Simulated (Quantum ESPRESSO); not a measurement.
# TaW3S2Se5Cl: a curve over strain

A calculation, not a measurement. The program is pw.x of Quantum ESPRESSO 7.5 (plane-wave density functional theory). The cell is made up: 12 atoms on a layered 2H lattice, with randomly drawn elements, strain and displacements, not relaxed. PseudoDojo standard norm-conserving files (v0.5 for PBE, v0.4.1 for LDA and PBEsol) set the functional; there is no spin polarisation, spin-orbit coupling or dispersion term, and the masses in the input are unused placeholders.

Seven runs add a strain to one cell (along z); the atoms follow the cell and are not relaxed. Stress in the table is positive in tension.

Input of the run at -0.0037:

```
&control calculation='scf', pseudo_dir='./dojo.nc.sr.pbe.v0_5.standard.upf', outdir='./o', disk_io='low', tprnfor=.true., tstress=.true. /
&system ibrav=0, nat=12, ntyp=5, nbnd=83, ecutwfc=85.99341389, nosym=.true., tot_charge=0,
 occupations='smearing', smearing='fd', degauss=0.0018374661
/
&electrons conv_thr=7.350e-09, electron_maxstep=60, /
ATOMIC_SPECIES
Cl 1.0 Cl.upf
S 1.0 S.upf
Se 1.0 Se.upf
Ta 1.0 Ta.upf
W 1.0 W.upf
CELL_PARAMETERS angstrom
3.3013 -0.024 0.0223
-0.0415 5.6323 0.0978
0.0895 0.2263 13.1046
ATOMIC_POSITIONS angstrom
Ta -0.0488 1.9711 3.3219
W 1.6643 1.0819 9.8693
W 1.5866 4.714 3.3287
W 0.0421 3.8568 9.9026
S -0.0054 1.9968 8.2071
S 0.0583 2.0841 11.4591
Se 1.6469 1.0083 1.6384
Se 1.6534 1.0787 4.936
Se 1.655 4.7703 8.3241
Se 1.6203 4.9176 11.5513
Cl -0.0573 3.832 1.6987
Se -0.0174 3.9219 4.9638
K_POINTS automatic
7 4 2 1 1 1
```

```
added strain  free energy less that of the input shown (eV)  stress xx (GPa)  stress yy (GPa)  stress zz (GPa)  stress xy (GPa)  pressure (GPa)  next band up at Gamma (eV)  iterations
     -0.0237                                         0.2846            -5.48            -6.90           -12.10            -2.02            8.16                       1.221          16
     -0.0193                                         0.2074            -4.96            -6.40           -10.85            -1.99            7.40                       1.244          16
     -0.0086                                         0.0543            -3.74            -5.26            -7.90            -1.91            5.63                       1.300          17
     -0.0037                                         0.0000            -3.21            -4.76            -6.59            -1.87            4.85                       1.325          20
     +0.0064                                        -0.0815            -2.17            -3.79            -4.00            -1.80            3.32                       1.375          20
     +0.0096                                        -0.0992            -1.86            -3.50            -3.20            -1.78            2.85                       1.390          20
     +0.0136                                        -0.1158            -1.48            -3.14            -2.22            -1.76            2.28                       1.409          20
```

A cubic fit gives a slope of stress zz against the added strain of 259 GPa at zero added strain, with the atoms clamped. Across the table the free energy follows the integral of the stress to within 0.9 meV. A rerun of one of the cells at a cutoff of 1467 eV and k mesh 9 x 6 x 4 moved values by no more than 0.004 eV in energy, 0.03 GPa in stress and 0.004 eV/Å in force. The band column is the level of band 78 at Gamma less that of band 77, whose number is half the electron count, rounded up; it comes from a band step after each run.